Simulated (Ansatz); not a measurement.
CoSi:
```xyz
2
Lattice="2.7028 0.0000 0.0000 -1.3514 2.3407 0.0000 0.0000 0.0000 3.4602" Properties=species:S:1:pos:R:3 pbc="T T T"
Co     0.0000     0.0000     0.0000
Si     1.3514     0.7802     1.7301
```

Relaxed with PBEsol. Special points in fractions of this cell's reciprocal vectors: Γ (0.000, 0.000, 0.000); M (0.500, 0.000, 0.000); K (0.333, 0.333, 0.000); A (0.000, 0.000, 0.500); L (0.500, 0.000, 0.500); H (0.333, 0.333, 0.500).

**Question.** List the band energies nearest the Fermi level at these points for DFT-PBEsol in the program Ansatz with PAW potentials.

**Answer.** In eV from the Fermi level; about four levels below and three above (degenerate sets whole), none deeper than 8.9 eV; … stands for higher levels left out; points with the same levels are listed once.

```tsv
k	below	above
Γ	-1.86 -1.86 -1.23 -1.23	4.22 …
M	-3.99 -3.43 -1.66 -0.14	0.67 4.12 4.17
K	-3.41 -2.75 -0.44 -0.01	0.54 6.96 …
A	-1.77 -1.77 -1.53 -1.53	10.22 10.22 …
L	-2.26 -2.22 -1.67 -0.13	1.29 2.86 …
H	-4.10 -3.94 -2.39 -1.59	1.42 2.00 2.18
```

Space group P-6m2. The cell is a constructed one: a structure type filled with these elements; neither database checked (COD, Materials Project) lists it. COD files the formula under space group No. 198, so this cell is another polymorph or a model. Whether it is the stable phase at ambient conditions was not checked. Symmetry was held in the PBEsol relaxation; whether a distortion lowers the energy is not shown. The workflow began spin-polarised and lost its moments.

Potentials: the later of the program's two PAW sets.
